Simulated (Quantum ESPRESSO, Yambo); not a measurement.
**ZnSe under isotropic strain**

```
ZnSe
1.0
    0.00000     2.81641     2.81641
    2.81641     0.00000     2.81641
    2.81641     2.81641     0.00000
Zn Se
1 1
Direct
  0.00000   0.00000   0.00000
  0.25000   0.25000   0.25000
```

ZnSe (zinc blende, space group F-43m, No. 216) under isotropic strain (on all lattice vectors), counted from the cell relaxed with PBEsol, atoms relaxed at each step. PBEsol (Quantum ESPRESSO, PseudoDojo norm-conserving, 86 Ry, without SOC); G0W0 and BSE in Yambo (4×4×4 Γ-centred k mesh, bands 10 to 110 and a 10 Ry block in the screening, 110 bands in G with the Bruneval-Gonze terminator, plasmon pole fitted at 27.2 eV; BSE 8×8×8 mesh, 3 valence and 1 conduction bands, static screening with 32 bands and a 4 Ry block, scissor from each state's G0W0).

```
strain (%)  pressure (GPa)  PBEsol gap (eV)    kind  G0W0 direct gap (eV)  lowest vertical BSE state (eV)  RPA ε∞ along x
----------  --------------  ---------------  ------  --------------------  ------------------------------  --------------
-3                     7.3             1.62  direct             3.21 at Γ                    not resolved               –
-1.5                   3.3             1.42  direct             2.97 at Γ                    not resolved               –
-0.7                   1.4             1.33  direct             2.86 at Γ                    not resolved               –
0                      0.0             1.24  direct             2.75 at Γ                    not resolved               –
+1                    -1.8             1.13  direct             2.60 at Γ                    not resolved               –
+2                    -3.4             1.01  direct             2.46 at Γ                    not resolved               –
```

Between -0.7 % and +1 % the direct gap at Γ has a volume deformation potential dE/dlnV of -5.1 eV in G0W0 and -3.9 eV in PBEsol.

GW, BSE and RPA settings are held fixed; their convergence isn't established. Strains are linear. Spin-orbit splittings are left out.

The standard potential for Se keeps a d shell in the valence without the s and p states of that shell. In tests on such compounds this moved G0W0 gaps by up to about 0.9 eV, so absolute quasiparticle energies here are unreliable; differences between settings are what counts.
